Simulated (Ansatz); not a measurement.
**Structures of Al$_{2}$C$_{3}$: which is lowest?**

Plane-wave DFT in Ansatz with scalar-relativistic PAW potentials, cutoff 420 eV, Γ-centred meshes chosen by cell and gap, Gaussian smearing with energies taken to zero width. Every cell was relaxed (cell and atoms) in a run of its own, within the symmetry of its start. Functional: PBE.

Relaxed structures (starts from databases or built by putting these elements on another compound's sites):
A. P321, 5 atoms in the computed cell, a = 4.204 Å, c = 3.958 Å; sites (symmetry × multiplicity) Al 3.. × 2, C .2. × 3; start: built
B. P4/mbm, 10 atoms in the computed cell, a = 5.700 Å, c = 3.334 Å; sites (symmetry × multiplicity) Al m.2m × 4, C 4/m.. × 2 + m.2m × 4; start: built
C. P-3m1, 5 atoms in the computed cell, a = 2.865 Å, c = 6.097 Å; sites (symmetry × multiplicity) Al 3m. × 2, C -3m. × 1 + 3m. × 2; start: built

**Question.** Rank them by energy. Could pressure change the order?

**Answer.**
```csv
structure,group,E − E(lowest) (meV/atom),V (Å³/atom),gap on mesh (eV)
C,P-3m1,0.0,8.67,0.00
B,P4/mbm,151,10.83,0.00
A,P321,226,12.12,0.00
```

C is lowest, 151 meV/atom under B. The lowest is also the densest of these, so pressure wouldn't bring one of the others in at first order. Other structures may lie lower than all of these, and vibrations aren't counted.